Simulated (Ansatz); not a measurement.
Computed with Ansatz, DFT PBE, scalar-relativistic, plane waves, PAW. Settings of the last relaxation (14-atom cell): 420 eV, 6×6×6 k points, Gaussian smearing of 0.10 eV, no spin polarisation.

Formation energies are uncorrected and count from the elements' standard states at the same level.

**Question.** Give a relaxed trial structure of a tetragonal metal that holds Ca and 2 more elements, with a formation energy near −0.57 eV/atom and a density near 1.90 g/cm³, in a cell of 14 atoms.

**Answer.** CaSi₂S₄, space group I4/mmm (No. 139). Around Ca lie 4 S at 2.89 Å and 4 S at 3.27 Å; Si has 4 S at 2.22–2.31 Å; around S on a site of symmetry 2/m lie 2 Si at 2.31 Å and 2 Ca at 3.27 Å; around S on a site of symmetry m2m lie 2 Si at 2.22 Å and 2 Ca at 2.89 Å.

```
Ca Si S
1.0
    -4.62247    4.62247    4.58331
     4.62247   -4.62247    4.58331
     4.62247    4.62247   -4.58331
Ca Si S
2 4 8
Direct
  0.75000 0.25000 0.50000
  0.25000 0.75000 0.50000
  0.72548 0.72548 0.45096
  0.27452 0.27452 0.54904
  0.27452 0.72548 0.00000
  0.72548 0.27452 0.00000
  0.50000 0.50000 0.50000
  0.00000 0.00000 0.50000
  0.50000 0.80881 0.30881
  0.80881 0.50000 0.30881
  0.19119 0.50000 0.69119
  0.50000 0.19119 0.69119
  0.00000 0.50000 0.00000
  0.50000 0.00000 0.00000
```

* Volume per atom: 27.98 Å³
* Density: 1.90 g/cm³
* Formation energy: −0.57 eV/atom
* Gap on the 6×6×6 mesh of the 14-atom cell: 0 eV (a metal)

The cell was found from a structure generator's guess, not taken from experiment. The answer needn't be unique; the calculation gave this one.

The reference form of S is held partly by dispersion forces, which this level lacks. A structure relaxed within its symmetry needn't be a true minimum.
